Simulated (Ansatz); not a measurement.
Suppose La2AlF takes space group P6/mmm (No. 191), with La on 2c; Al on 1b; F on 1a.

Computed with DFT PBE, scalar-relativistic, plane waves, PAW in Ansatz. Cutoff 420 eV, Γ-centred mesh, Gaussian smearing, no spin polarisation.

Formation energies are uncorrected and refer to the elements' standard structures at the same level (F₂ as a molecule).

Task: Which cell and coordinates does it relax to?

Result:

Space group P6/mmm (No. 191). a = 5.520 Å, b = 5.520 Å, c = 3.783 Å, α = 90.00°, β = 90.00°, γ = 120.00°
```json
{"atom": "La", "site": "2c", "symmetry": "-6m2", "x": "0.3333", "y": "0.6667", "z": "0.0000"}
{"atom": "Al", "site": "1b", "symmetry": "6/mmm", "x": "0.0000", "y": "0.0000", "z": "0.5000"}
{"atom": "F", "site": "1a", "symmetry": "6/mmm", "x": "0.0000", "y": "0.0000", "z": "0.0000"}
```

Around La lie 3 F at 3.19 Å, 3 La at 3.19 Å, 6 Al at 3.71 Å and 2 La at 3.78 Å; Al is surrounded by 2 F at 1.89 Å and 12 La at 3.71 Å; around F lie 2 Al at 1.89 Å and 6 La at 3.19 Å. Another local minimum with the same sites may exist.

Task: Where does its energy lie, and is it a metal?

Result: The energy over the elements is −0.67 eV/atom and the gap on the 12×12×12 mesh of the 4-atom cell is 0 eV (a metal).

The last run used Gaussian smearing of 0.10 eV. Symmetry constrained the relaxation, so the result can be a saddle point. Another cell of La2AlF relaxed alike, in P-3m1, lies 0.60 eV/atom lower, so this cell isn't the stable form at this level.
